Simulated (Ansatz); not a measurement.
# DFT+U series on NiAuO₂ (R-3m)

```
CELL_PARAMETERS angstrom
1.47713 0.85282 6.03535
-1.47713 0.85282 6.03535
0.00000 -1.70564 6.03535
ATOMIC_POSITIONS crystal
Ni 0.50000 0.50000 0.50000
Au 0.00000 0.00000 0.00000
O 0.88767 0.88767 0.88767
O 0.11233 0.11233 0.11233
```

The source of the geometry is a structure from the Materials Project; atoms and cell stay fixed.

The runs share LDA, 10×10×10 k mesh, Fermi–Dirac smearing of 0.03 eV. PAW means Ansatz 0.2.0 on its default frozen-core files; LAPW is all-electron LAPW in Ansatz 0.2.0. Site moments are integrated in spheres about the atoms, whose radii differ between the methods. Start moments of the first PAW run (μB): Ni1 1.5.

U is Dudarev's effective value on Löwdin-orthogonalised free-atom orbitals with fully localised double counting, unless a row says otherwise (a row with U and J takes Liechtenstein's form); the search for lower states is left at its default. Gaps are Kohn–Sham gaps on the k mesh over both spins.

Without U, PAW counts the shell on its file's own orbitals, so that entry can be offset from the others.

```csv
run,largest site moment PAW (μB),largest site moment LAPW (μB),gap PAW (eV),gap LAPW (eV),Ni d electrons PAW,electrons LAPW,P PAW (GPa),P LAPW (GPa)
no U,0.55,0.57,metal,metal,8.41,8.35,-10.7,-10.6
U = 3 eV on Ni d,1.08,1.11,metal,metal,8.32,8.32,-9.2,-9.1
U = 6 eV on Ni d,1.36,1.41,metal,metal,8.28,8.28,-6.4,-6.3
U = 8 eV on Ni d,1.49,1.55,metal,metal,8.24,8.24,-4.3,-4.2
"U = 6 eV on Ni d, orbitals not orthogonalised",1.25,1.30,metal,metal,8.54,8.54,-7.4,-7.3
```

**Question.** Give the eigenvalues of the occupation matrix of Ni1 d for «U = 6 eV on Ni d» by LAPW.

**Answer.** Majority spin: 0.92, 0.92, 0.99, 0.99, 0.99. Minority spin: 0.23, 0.23, 0.99, 0.99, 0.99.

The PAW files were made with PBE; the program remakes their cores once for the run's functional and then keeps them frozen. Spin–orbit coupling is left out although heavy atoms are present. The magnetic state is the one that this cell and start allow. It needn't be the compound's measured order, which may need a larger cell or be absent.
